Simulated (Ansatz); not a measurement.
Phonons of TiN (Fm-3m)

```xyz
2
Lattice="0.0000 2.0861 2.0861 2.0861 0.0000 2.0861 2.0861 2.0861 0.0000" Properties=species:S:1:pos:R:3 pbc="T T T"
Ti    0.0000    0.0000    0.0000
N     2.0861    2.0861    2.0861
```

The conventional cell has a = 4.172 Å, b = 4.172 Å, c = 4.172 Å, α = 90.00°, β = 90.00°, γ = 90.00°. Ti (atom 1) is surrounded by 6 N at 2.09 Å. Around N (atom 2) lie 6 Ti at 2.09 Å.

Computed, not measured; unless marked otherwise by LDA, all-electron LAPW in Ansatz 0.2.0, scalar-relativistic. k mesh 14×14×14, Fermi-Dirac smearing of 0.100 eV, basis error target 0.5 meV/atom. The cell was relaxed by PAW under this functional, which moved its volume by -5 % from the database entry's.

Atoms are displaced by 0.01 Å in the smallest supercells that hold the wave vectors of a 2×2×2 mesh. Negative values stand for unstable modes.

(1) What are the phonon energies at the solved wave vectors, in cm⁻¹?

(2) Is the structure dynamically stable at these wave vectors?

(3) How do the optical zone-centre modes decompose, and which are active?

(4) How well do frozen-core PAW files reproduce these all-electron values?

(5) The cell is scaled evenly to 17.793 and 18.520 Å³ (from 18.156), with free atoms relaxed and the shape held. What are the mode Grüneisen parameters γ = −d ln ω/d ln V?

Answers

(1) 

```json
{"q": "0.000 0.000 0.000", "point": "Gamma", "modes (cm⁻¹)": "551.8 (×3)"}
{"q": "0.500 0.000 0.000", "point": "L", "modes (cm⁻¹)": "204.7 (×2), 271.3, 564.9 (×2), 622.0"}
{"q": "0.500 0.500 0.000", "point": "X", "modes (cm⁻¹)": "271.2 (×2), 321.9, 557.7 (×2), 579.7"}
```

(2) Yes, no mode is unstable there; wave vectors off this mesh aren't tested.

(3) Point group m-3m: Γ_opt = T1u.

```
label   cm⁻¹  activity    mostly
  T1u  551.8        IR  N (77 %)
```

In a metal the activity is that of symmetry alone; free carriers screen the infrared modes.

(4) With a cutoff of 420 eV and displacements of 0.0025 Å, the r.m.s. difference over the modes is 1.1 cm⁻¹; the largest difference is 578.2 (PAW) against 579.7 cm⁻¹ (LAPW).

(5) For the highest mode, 640.2 cm⁻¹ in the small cell and 604.4 in the large one give γ ≈ 1.44. From the change of the dynamical matrix on each mode:

| point | cm⁻¹ | γ |
| --- | --- | --- |
| Gamma | 551.8 | 2.04 |
| L | 204.7 | 3.08 |
| L | 271.3 | 2.14 |
| L | 564.9 | 1.66 |
| L | 622.0 | 1.44 |
| X | 271.2 | 1.00 |
| X | 321.9 | 1.55 |
| X | 557.7 | 1.92 |
| X | 579.7 | 1.69 |

Weighted by the modes' heat capacities at 300 K, the mean on this mesh is 1.96; it moves with the q mesh, and a coarse one overweights the zone boundary.

Limits of these numbers: responses of metals move with mesh and smearing; the frozen-core PAW files of the compared runs were fitted under PBE, their cores solved anew for this functional.
